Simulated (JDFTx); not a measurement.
| Property | Result |
|---|---|
| surface | Mo3Si(100), Mo outermost, slab composition Mo10Si3 |
| bulk | Mo3Si, Pm-3n, lattice of mp-1275 (not re-optimised) |
| slab | 13 atoms in 7 planes, 1x1, 7.1 Å between the outermost planes |
| in-plane cell | 4.890 × 4.890 Å, 23.91 Å² |
| cell height | 23.3 Å |
| sampling | 4×4×1 k mesh, Fermi smearing 0.01 Ha, no spin polarisation |

Whether this polymorph is the ambient one wasn't checked.

Final geometry:
```
13
Lattice="4.890 0.000 0.000 0.000 4.890 0.000 0.000 0.000 23.300" Properties=species:S:1:pos:R:3 pbc="T T F"
Mo     0.000     2.445     8.119
Mo     3.667     0.000     9.205
Mo     1.222     0.000     9.205
Mo     0.000     2.445    10.428
Mo     2.445     3.667    11.650
Mo     2.445     1.222    11.650
Mo     0.000     2.445    12.872
Mo     3.667     0.000    14.095
Mo     1.222     0.000    14.095
Mo     0.000     2.445    15.181
Si     2.445     2.445     9.205
Si     0.000     0.000    11.650
Si     2.445     2.445    14.095
```

Level of theory: PBE, GBRV ultrasoft potentials, plane waves to 20/100 Ha; code: JDFTx (a modified build). Liquid on both sides: linear PCM (GLSSA13), water, 1 M NaCl; nuclei fixed, outer atoms relaxed in vacuum. SHE scale: U = −μ/e − 4.44 V, by convention. Ideal, unreconstructed faces without any overlayer.

Farther out the cavity gives way and the charge runs off; such runs are left out, and the outermost points shown may already feel it.

```
U (V vs SHE)  μ (eV)  excess electrons per cell  σ (μC/cm², per face)              run
------------  ------  -------------------------  --------------------  ---------------
-1.95          -2.49                          …                     …  fixed potential
-1.75          -2.69                      0.471                 -15.8  fixed potential
-1.55          -2.89                      0.369                 -12.4  fixed potential
-1.04          -3.40                      0.000                   0.0          neutral
```

### Question
Fill in the missing entries, row by row.

### Answer

- -1.95, excess electrons per cell: 0.565
- -1.95, σ (μC/cm², per face): -18.9
